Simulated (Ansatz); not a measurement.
Consider the following.

ZnSe (zinc blende)

```
ZnSe
1.0
    0.00000     5.66546     5.66546
    2.83273     0.00000     2.83273
    2.83273     2.83273     0.00000
Se Zn
2 2
Direct
  0.37500   0.75000   0.75000
  0.87500   0.75000   0.75000
  0.00000   0.00000   0.00000
  0.50000   0.00000   0.00000
```

In each cell atom 2 (Se, nearest neighbour Zn at 2.453 Å; its periodic images, 4.0 Å or more away, move with it) moves by s·(0.577, 0.577, 0.577) (along Cartesian [111]), the rest being held.

Level of theory: r2SCAN (plane waves to 500 eV, PAW, scalar-relativistic; Ansatz, a first-principles code). k mesh 4×8×8 (Γ-centred), Fermi-Dirac smearing 0.05 eV. Energies are smeared free energies. Left out: 1 of 11 points, with atoms too close for the PAW data. ZnSe was relaxed with its symmetry unable to fall. The zero of ΔE is the undisplaced structure.

The scan covers s from -0.740 to 0.592 Å in 10 points.

Problem. Is the energy the same for displacements of ±0.592 Å, and if not, which side lies higher?

Solution. Not even: the positive side lies higher at ±0.592 Å. With its periodic images moving along, the atom's site symmetry in this cell is 3m.

Problem. What force acts on the atom along the line at s = -0.740 Å?

Solution. 0.931 eV/Å.

Problem. What is the energy change at s = 0.592 Å?

Solution. 2592 meV/cell.

Problem. What is the force constant k = d²E/ds² of this move at s = 0?

Solution. 6.42 eV/Å².

(A displaced cell: forces are minus the slopes of the energy, force constants its curvatures, and phonons follow from these.)
